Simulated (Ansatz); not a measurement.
Ba2N:
```xyz
3
Lattice="1.9283 1.1133 7.3904 -1.9283 1.1133 7.3904 0.0000 -2.2266 7.3904" Properties=species:S:1:pos:R:3 pbc="T T T"
Ba     0.0000     0.0000    16.2526
Ba     0.0000     0.0000     5.9187
N      0.0000     0.0000     0.0000
```

This is the LDA-relaxed structure.

### Question
All from plane-wave PAW LDA (Ansatz code), unless another level is named. Give the bulk modulus (Birch–Murnaghan fit).

### Answer
19.4 GPa.

### Question
Predict the highest zone-centre frequency.

### Answer
331 cm⁻¹.

Space group R-3m. The workflow started from a Materials Project entry (that database holds measured and hypothetical structures alike); the Crystallography Open Database files this formula in space group No. 166, but the cells were not matched. Whether it is the stable phase at ambient conditions was not checked. The cell was relaxed with LDA under the symmetry of its start; its stability against distortions is not shown here. With an odd number of electrons in the cell and no spin polarisation, the count alone makes it a metal. As this level gives no gap, phonon frequencies hold no LO–TO term and depend on the k-mesh and smearing (Fermi–Dirac, 0.1 eV here). Spin–orbit coupling is left out wherever it is not named.

Potentials: the later of the program's two PAW sets.
